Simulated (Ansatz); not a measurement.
SrO (rock salt, Fm-3m), DFT-LDA in the program Ansatz with PAW potentials. The conduction-band minimum lies at X, with 3 equivalent valleys. Second derivatives d²E/dk² of the lowest band at one valley (eV·Å²), along Cartesian directions:

```
direction  d²E/dk²
---------  -------
[100]        6.348
[010]        20.14
[001]        20.14
[110]        13.24
[101]        13.24
[011]        20.14
```

Problem. Find the principal effective masses, the density-of-states mass and the conductivity mass.

Solution. Off-diagonal terms follow from H_xy = H[110] − (H_xx + H_yy)/2, and m*/mₑ = 7.620 eV·Å² over each eigenvalue: 0.38, 0.38, 1.2. One valley's DOS mass (m₁m₂m₃)^(1/3) = 0.56, conductivity mass 3/(Σ 1/mᵢ) = 0.49 mₑ.

Problem. What effective density of states Nc follows at 300 K for parabolic valleys?

Solution. Nc = 2.509e19 × 3 × (0.56)^(3/2) ≈ 3.2e19 cm⁻³.

Problem. With the computed static dielectric constant 18.6 (mean of the diagonal), estimate a hydrogenic donor's binding energy and radius.

Solution. E = 13.606 eV × 0.49/18.6² ≈ 19 meV; a = 0.529 Å × ε/m* ≈ 20 Å. Semilocal masses tend to be too small where the gap is.

Problem. With ε∞ = 3.87 and ω_LO = 473 cm⁻¹, what Fröhlich coupling constant follows?

Solution. α = (1/ε∞ − 1/ε0) √(m* × 13.606 eV/ħω_LO) = 2.2.

The LDA relaxation kept the symmetry of its start; phonons on a q-mesh show no instability. Spin–orbit coupling is left out wherever it is not named.

Potentials: the later of the program's two PAW sets.
